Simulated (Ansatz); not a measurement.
The cell is InGa3As4, ordered on the zincblende lattice (I-42m) with 8 atoms a cell; cell and atoms were relaxed with r2SCAN. Space group I-42m (No. 121), tetragonal; a = 5.780 Å, c = 11.538 Å in the conventional setting, 24.09 Å³ an atom. Around Ga lie 4 As at 2.47 Å; around As lie 3 Ga at 2.45–2.47 Å and 1 In at 2.62 Å; around Ga lie 4 As at 2.45 Å; around In lie 4 As at 2.62 Å.

```xyz
8
Lattice="-2.8900 2.8900 5.7688 2.8900 -2.8900 5.7688 2.8900 2.8900 -5.7688" Properties=species:S:1:pos:R:3 pbc="T T T"
Ga    0.0000    2.8900    2.8844
As    1.3722   -1.3722    4.2707
Ga    0.0000    0.0000    5.7688
As    1.3722    1.3722    7.2670
Ga    2.8900    0.0000    2.8844
As   -1.3722    1.3722    4.2707
In    0.0000    0.0000    0.0000
As    1.5179    1.5179    1.4981
```

The questions ask for values computed with the PAW code Ansatz on this geometry. No magnetic order and no zero-point or thermal motion; the cell was built from a prototype and may be hypothetical.

Given (6×6×6 mesh): PBE gives a direct gap of 0.16 eV at Γ.

(1) What does PBE+SOC give for the gap (6×6×6 mesh)?

(2) How does the gap change from PBE to r2SCAN (6×6×6)?

(3) Estimate the gap with PBE0 on 4×4×4.

Answers

(1) PBE+SOC gives a direct gap of 0.06 eV at Γ. (With 0.02 eV of smearing so small a gap leaves both edges partly filled, and it could close between the points sampled.) The gap differs by -0.10 eV from PBE's.

(2) With r2SCAN the gap is 0.63 eV and direct, at Γ. The gap differs by +0.47 eV from PBE's.

(3) PBE0 gives a direct gap of 1.55 eV at Γ. The gap differs by +1.39 eV from PBE's.

Only the levels marked +SOC include spin-orbit coupling.

Gaps under 0.1 eV (PBE+SOC) can't be told from a closed one: the bands may be in normal order or already inverted, which a gap's size doesn't show.
